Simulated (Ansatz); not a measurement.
Sn$_{4}$Pd in space group Ccce (No. 68; Sn on 16i, Pd on 4b) at seven volumes, r²SCAN (plane waves, PAW; program Ansatz), shape and atoms relaxed at each. One row is withheld.

```
V (Å³/atom)  P (GPa)
-----------  -------
21.964             ?
22.688          4.74
23.412          2.15
24.136          0.00
24.860         -1.76
25.584         -3.17
26.308         -4.30
```

**Question.** Fit the shown pressures and predict the withheld one.

**Answer.** Third-order Birch–Murnaghan: P = (3/2)B₀(x^(7/2) − x^(5/2))[1 + (3/4)(B′ − 4)(x − 1)] with x = (V₀/V)^(2/3). Least squares on the six rows gives V₀ = 24.134 Å³/atom, B₀ = 64.24 GPa, B′ = 5.81. At V = 21.964, x = 1.0648 and P = 7.95 GPa. The run itself gave 7.85 GPa.

The workflow started from a Materials Project entry (that database holds measured and hypothetical structures alike); the Crystallography Open Database files this formula in space group No. 68, but the cells were not matched. Whether it is the stable phase at ambient conditions was not checked. The r²SCAN relaxation kept the symmetry of its start; its stability against distortions is not shown here. No spin polarisation was allowed. Spin–orbit coupling is left out wherever it is not named.

Potentials: the later of the program's two PAW sets.
